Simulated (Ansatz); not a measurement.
A generator proposed this cell of Ge3Te2O.

```yaml
crystal:
  lattice:
    - [2.83117, 1.63458, 4.60059]
    - [-2.83117, 1.63458, 4.60059]
    - [0.00000, -3.26915, 4.60059]
  atoms:
    - { symbol: Ge, position: [0.50000, 0.00000, 0.00000] }
    - { symbol: Ge, position: [0.00000, 0.50000, 0.00000] }
    - { symbol: Ge, position: [0.00000, 0.00000, 0.50000] }
    - { symbol: Te, position: [0.61708, 0.61708, 0.61708] }
    - { symbol: Te, position: [0.38292, 0.38292, 0.38292] }
    - { symbol: O, position: [0.00000, 0.00000, 0.00000] }
```

Level of theory: Ansatz, DFT PBE, scalar-relativistic, plane waves, PAW. Settings: cutoff 420 eV, Γ-centred mesh 6×6×6 on the computed 6-atom cell, Gaussian smearing of 0.10 eV; no spin polarisation.

Formation energies are uncorrected and refer to the elements' standard structures at the same level (O₂ as a molecule).

Problem. How far from equilibrium is it?

Solution. The pressure is -2.5 GPa (the mean over three directions, positive in compression), the largest force is 0.13 eV/Å, and the energy is +0.36 eV/atom against the elements. The shortest distance is 2.82 Å.

Problem. How much does it gain on relaxing, and where does it end?

Solution. Relaxing gains about 0.17 eV/atom (the start's value is from the coarse mesh, so the gain is rough) in 12 ionic steps and ends at +0.19 eV/atom on the finer mesh. The symmetry stays R-3m (No. 166). The volume per atom stays near 21.4 Å³. The shortest distance goes from 2.82 Å (Ge–O) to 2.60 Å (Ge–O). The ratio c/a of the conventional cell changes by a factor of 0.72. Conventional cell: a = 6.327 Å, c = 11.091 Å. Around Ge lie 2 O at 2.60 Å and 2 Te at 2.87 Å; Te is surrounded by 3 Ge at 2.87 Å and 1 Te at 2.96 Å; O is surrounded by 6 Ge at 2.60 Å.

The last run used a 12×12×12 mesh for its 6-atom cell and Gaussian smearing of 0.10 eV. These runs have no spin–orbit coupling, which can matter for Te. The reference form of Te is held partly by dispersion forces, which this level lacks. The relaxation can't lower the symmetry of the start. Symmetry constrained the relaxation, so the result can be a saddle point. Another cell of Ge3Te2O relaxed alike, in P-3m1, lies 0.31 eV/atom lower, so this cell isn't the stable form at this level.
